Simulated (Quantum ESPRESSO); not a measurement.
# Ag3W2TiHf2: finding a planted mistake in a log

Simulated, not a measurement. The program is pw.x of Quantum ESPRESSO 7.5 (plane-wave density functional theory). The cell is made up: eight metal atoms on a face-centred cubic lattice, with elements, volume, strain and displacements drawn at random and not relaxed, so it may be unstable or far from any real phase. PseudoDojo standard norm-conserving files set the functional (PBE unless stated); there is no spin polarisation or spin-orbit coupling, the Fermi-Dirac width of 0.25 eV means electrons at about 2900 K, and the masses in the input are unused placeholders. Heavy elements are run without spin-orbit coupling, which real alloys of them have. A spin test at this wide smearing found no moment, but such smearing suppresses magnetism that the real alloy may have.

Intended input:

```
&control calculation='scf', pseudo_dir='./dojo.nc.sr.pbe.v0_5.standard.upf', outdir='./o', disk_io='minimal', tprnfor=.true., tstress=.true. /
&system ibrav=0, nat=8, ntyp=4, nbnd=77, ecutwfc=84.00895049, nosym=.true., tot_charge=0,
 occupations='smearing', smearing='fd', degauss=0.0183746611
/
&electrons conv_thr=1.470e-08, electron_maxstep=70, mixing_beta=0.5 /
ATOMIC_SPECIES
Ag 1.0 Ag.upf
Hf 1.0 Hf.upf
Ti 1.0 Ti.upf
W 1.0 W.upf
CELL_PARAMETERS angstrom
2.1359 4.2718 2.1359
2.1359 -4.2718 2.1359
2.1359 0.0 -6.4077
ATOMIC_POSITIONS angstrom
Ag -0.0344 -0.0428 0.0184
Ag 2.0799 -2.0734 0.0003
W 2.0994 0.003 -2.1184
Ti 4.2865 -2.0942 -2.0869
W 2.1256 -0.0216 2.164
Ag 2.1879 2.1131 -0.0253
Hf 4.2634 0.0369 0.0307
Hf 4.3046 2.1836 -2.0742
K_POINTS automatic
5 5 4 1 1 1
```

The log is shortened where brackets say so; the opening notice, blank lines, dates and the lines on written files are dropped, and the path of the files is cut. It prints rydbergs, bohrs and kilobars, and counts compression as positive stress. Its total energy is the free energy E - TS of the whole cell.

Log of the intended run:

```
     Program PWSCF v.7.5
     Parallel version (MPI & OpenMP), running on       4 processor cores
     Number of MPI processes:                 4
     Threads/MPI process:                     1
     [start-up lines left out]
     bravais-lattice index     =            0
     lattice parameter (alat)  =       9.8868  a.u.
     unit-cell volume          =    1052.1056 (a.u.)^3
     number of atoms/cell      =            8
     number of atomic types    =            4
     number of electrons       =       121.00
     number of Kohn-Sham states=           77
     kinetic-energy cutoff     =      84.0090  Ry
     charge density cutoff     =     336.0358  Ry
     scf convergence threshold =      1.5E-08
     mixing beta               =       0.5000
     number of iterations used =            8  plain     mixing
     Exchange-correlation= PBE
                           (   1   4   3   4   0   0   0)
     [axes and pseudopotential details left out]
   Cartesian axes
     site n.     atom                  positions (alat units)
         1        Ag     tau(   1) = (  -0.0065751  -0.0081806   0.0035169  )
         2        Ag     tau(   2) = (   0.3975447  -0.3963023   0.0000573  )
         3        W      tau(   3) = (   0.4012718   0.0005734  -0.4049034  )
         4        Ti     tau(   4) = (   0.8193063  -0.4002779  -0.3988826  )
         5        W      tau(   5) = (   0.4062796  -0.0041285   0.4136192  )
         6        Ag     tau(   6) = (   0.4181874   0.4038904  -0.0048358  )
         7        Hf     tau(   7) = (   0.8148910   0.0070529   0.0058679  )
         8        Hf     tau(   8) = (   0.8227659   0.4173655  -0.3964552  )
     number of k points=    50  Fermi-Dirac smearing, width (Ry)=  0.0184
                       cart. coord. in units 2pi/alat
        k(    1) = (   0.2602583   0.0000000  -0.0153093), wk =   0.0400000
        k(    2) = (   0.4133514   0.0000000  -0.1684024), wk =   0.0400000
     [further k points left out]
     Dense  grid:   109401 G-vectors     FFT dimensions: (  60,  60,  75)
     Estimated max dynamical RAM per process >     420.55 MB
     Estimated total dynamical RAM >       1.56 GB
     Initial potential from superposition of free atoms
     starting charge     120.9923, renormalised to     121.0000
     Starting wfcs are   80 randomized atomic wfcs
     total cpu time spent up to now is        6.2 secs
     per-process dynamical memory:   330.8 Mb
     Self-consistent Calculation
     iteration #  1     ecut=    84.01 Ry     beta= 0.50
     Davidson diagonalization with overlap
     ethr =  1.00E-02,  avg # of iterations =  3.3
     total cpu time spent up to now is       22.1 secs
     total energy              =   -1575.99465977 Ry
     estimated scf accuracy    <       2.90770073 Ry
     iteration #  2     ecut=    84.01 Ry     beta= 0.50
     Davidson diagonalization with overlap
     ethr =  2.40E-03,  avg # of iterations =  3.1
     total cpu time spent up to now is       39.0 secs
     total energy              =   -1576.62900119 Ry
     estimated scf accuracy    <      10.89304886 Ry
     [iterations 3 to 14 left out]
     iteration # 15     ecut=    84.01 Ry     beta= 0.50
     Davidson diagonalization with overlap
     ethr =  3.36E-10,  avg # of iterations =  2.0
     total cpu time spent up to now is      230.2 secs
     total energy              =   -1577.68041132 Ry
     estimated scf accuracy    <       0.00000009 Ry
     iteration # 16     ecut=    84.01 Ry     beta= 0.50
     Davidson diagonalization with overlap
     ethr =  7.54E-11,  avg # of iterations =  1.4
     total cpu time spent up to now is      242.8 secs
     End of self-consistent calculation
     [lines on levels left out]
!    total energy              =   -1577.68041132 Ry
     estimated scf accuracy    <       0.00000001 Ry
     smearing contrib. (-TS)   =      -0.13715328 Ry
     internal energy E=F+TS    =   -1577.54325804 Ry
     The total energy is F=E-TS. E is the sum of the following terms:
     one-electron contribution =    -591.69513804 Ry
     hartree contribution      =     347.87595546 Ry
     xc contribution           =    -279.04232304 Ry
     ewald contribution        =   -1054.68175242 Ry
     convergence has been achieved in  16 iterations
     Forces acting on atoms (cartesian axes, Ry/au):
     atom    1 type  1   force =     0.01228363    0.01137682   -0.01130586
     atom    2 type  1   force =     0.00803124   -0.00751319    0.00316806
     atom    3 type  4   force =     0.04656273    0.00442080   -0.03916173
     atom    4 type  3   force =     0.00896906   -0.00834587   -0.01563874
     atom    5 type  4   force =    -0.04958148    0.00941545    0.05507993
     atom    6 type  1   force =    -0.02723956    0.00304882    0.01522095
     atom    7 type  2   force =    -0.01422504   -0.00690426    0.02079982
     atom    8 type  2   force =     0.01519941   -0.00549858   -0.02816241
     Total force =     0.113824     Total SCF correction =     0.000480
     Computing stress (Cartesian axis) and pressure
          total   stress  (Ry/bohr**3)                   (kbar)     P=      -77.01
  -0.00052055  -0.00001638   0.00007479          -76.57       -2.41       11.00
  -0.00001638  -0.00056404  -0.00002207           -2.41      -82.97       -3.25
   0.00007479  -0.00002207  -0.00048587           11.00       -3.25      -71.47
     init_run     :      5.83s CPU      6.09s WALL (       1 calls)
     electrons    :    231.49s CPU    236.62s WALL (       1 calls)
     forces       :      2.55s CPU      2.58s WALL (       1 calls)
     stress       :      8.68s CPU      8.88s WALL (       1 calls)
     [timing details left out]
     PWSCF        :   4m 8.65s CPU   4m14.33s WALL
     JOB DONE.
```

A second run was made from an input with one planted mistake. Its log:

```
     Program PWSCF v.7.5
     Parallel version (MPI & OpenMP), running on       4 processor cores
     Number of MPI processes:                 4
     Threads/MPI process:                     1
     [start-up lines left out]
     bravais-lattice index     =            0
     lattice parameter (alat)  =       9.8868  a.u.
     unit-cell volume          =    1052.1056 (a.u.)^3
     number of atoms/cell      =            8
     number of atomic types    =            5
     number of electrons       =       113.00
     number of Kohn-Sham states=           73
     kinetic-energy cutoff     =      84.0090  Ry
     charge density cutoff     =     336.0358  Ry
     scf convergence threshold =      1.5E-08
     mixing beta               =       0.5000
     number of iterations used =            8  plain     mixing
     Exchange-correlation= PBE
                           (   1   4   3   4   0   0   0)
     [axes and pseudopotential details left out]
   Cartesian axes
     site n.     atom                  positions (alat units)
         1        Ag     tau(   1) = (  -0.0065751  -0.0081806   0.0035169  )
         2        Sc     tau(   2) = (   0.3975447  -0.3963023   0.0000573  )
         3        W      tau(   3) = (   0.4012718   0.0005734  -0.4049034  )
         4        Ti     tau(   4) = (   0.8193063  -0.4002779  -0.3988826  )
         5        W      tau(   5) = (   0.4062796  -0.0041285   0.4136192  )
         6        Ag     tau(   6) = (   0.4181874   0.4038904  -0.0048358  )
         7        Hf     tau(   7) = (   0.8148910   0.0070529   0.0058679  )
         8        Hf     tau(   8) = (   0.8227659   0.4173655  -0.3964552  )
     number of k points=    50  Fermi-Dirac smearing, width (Ry)=  0.0184
                       cart. coord. in units 2pi/alat
        k(    1) = (   0.2602583   0.0000000  -0.0153093), wk =   0.0400000
        k(    2) = (   0.4133514   0.0000000  -0.1684024), wk =   0.0400000
     [further k points left out]
     Dense  grid:   109401 G-vectors     FFT dimensions: (  60,  60,  75)
     Estimated max dynamical RAM per process >     412.27 MB
     Estimated total dynamical RAM >       1.53 GB
     Initial potential from superposition of free atoms
     starting charge     112.9901, renormalised to     113.0000
     Starting wfcs are   80 randomized atomic wfcs
     total cpu time spent up to now is        9.8 secs
     per-process dynamical memory:   311.7 Mb
     Self-consistent Calculation
     iteration #  1     ecut=    84.01 Ry     beta= 0.50
     Davidson diagonalization with overlap
     ethr =  1.00E-02,  avg # of iterations =  2.7
     total cpu time spent up to now is       27.3 secs
     total energy              =   -1363.24952289 Ry
     estimated scf accuracy    <       2.19269130 Ry
     iteration #  2     ecut=    84.01 Ry     beta= 0.50
     Davidson diagonalization with overlap
     ethr =  1.94E-03,  avg # of iterations =  3.9
     total cpu time spent up to now is       45.3 secs
     total energy              =   -1363.86308605 Ry
     estimated scf accuracy    <       5.54934310 Ry
     [iterations 3 to 17 left out]
     iteration # 18     ecut=    84.01 Ry     beta= 0.50
     Davidson diagonalization with overlap
     ethr =  3.01E-11,  avg # of iterations =  2.0
     total cpu time spent up to now is      281.8 secs
     total energy              =   -1364.49747465 Ry
     estimated scf accuracy    <       0.00000002 Ry
     iteration # 19     ecut=    84.01 Ry     beta= 0.50
     Davidson diagonalization with overlap
     ethr =  2.04E-11,  avg # of iterations =  1.3
     total cpu time spent up to now is      294.2 secs
     End of self-consistent calculation
     [lines on levels left out]
!    total energy              =   -1364.49747465 Ry
     estimated scf accuracy    <          1.6E-09 Ry
     smearing contrib. (-TS)   =      -0.14545699 Ry
     internal energy E=F+TS    =   -1364.35201766 Ry
     The total energy is F=E-TS. E is the sum of the following terms:
     one-electron contribution =    -475.86431493 Ry
     hartree contribution      =     283.91470879 Ry
     xc contribution           =    -249.16819187 Ry
     ewald contribution        =    -923.23421965 Ry
     convergence has been achieved in  19 iterations
     Forces acting on atoms (cartesian axes, Ry/au):
     atom    1 type  1   force =     0.00906738    0.01346000   -0.01032701
     atom    2 type  3   force =     0.00401813   -0.01204464    0.00877091
     atom    3 type  5   force =     0.03999474    0.00754970   -0.03635009
     atom    4 type  4   force =     0.02056474   -0.00946881   -0.02341081
     atom    5 type  5   force =    -0.03005189    0.01040740    0.03445310
     atom    6 type  1   force =    -0.02975548    0.00305470    0.01549408
     atom    7 type  2   force =    -0.00524330   -0.00955335    0.01251661
     atom    8 type  2   force =    -0.00859432   -0.00340500   -0.00114678
     Total force =     0.091335     Total SCF correction =     0.000101
     Computing stress (Cartesian axis) and pressure
          total   stress  (Ry/bohr**3)                   (kbar)     P=      -42.22
  -0.00031616  -0.00005159  -0.00001024          -46.51       -7.59       -1.51
  -0.00005159  -0.00025855  -0.00004785           -7.59      -38.03       -7.04
  -0.00001024  -0.00004785  -0.00028629           -1.51       -7.04      -42.12
     init_run     :      9.26s CPU      9.66s WALL (       1 calls)
     electrons    :    278.11s CPU    284.35s WALL (       1 calls)
     forces       :      2.57s CPU      2.59s WALL (       1 calls)
     stress       :      8.76s CPU      8.99s WALL (       1 calls)
     [timing details left out]
     PWSCF        :   4m58.86s CPU   5m 5.79s WALL
     JOB DONE.
```

Question: the log repeats what the program read. Compare it with the intended run: what was wrong in the second input?

Answer: one atom is of a wrong element. The input lines that differ:

```
- &system ibrav=0, nat=8, ntyp=4, nbnd=77, ecutwfc=84.00895049, nosym=.true., tot_charge=0,
+ &system ibrav=0, nat=8, ntyp=5, nbnd=73, ecutwfc=84.00895049, nosym=.true., tot_charge=0,
+ Sc 1.0 Sc.upf
- Ag 2.0799 -2.0734 0.0003
+ Sc 2.0799 -2.0734 0.0003
```

```
                                            intended run  run with the mistake
                          free energy (eV)    -21465.436            -18564.934
         entropy term -TS, part of it (eV)        -1.866                -1.979
                            pressure (GPa)         -7.70                 -4.22
size of the largest force component (eV/Å)         1.416                 1.028
largest change of a force component (eV/Å)                               0.695
                                iterations            16                    19
```

For scale, a rerun of the intended cell at a higher cutoff and on a denser mesh moved values by no more than 0.002 eV in energy, 0.03 GPa in stress and 0.003 eV/Å in force, and a second program with other atomic files agreed on that cell to 2 % rms in force and 0.5 GPa in pressure. Files of another functional or element have another zero of energy, so the energy change says nothing on stability. The number of bands, nbnd, was set by rule from the electron count, so it follows the mistake.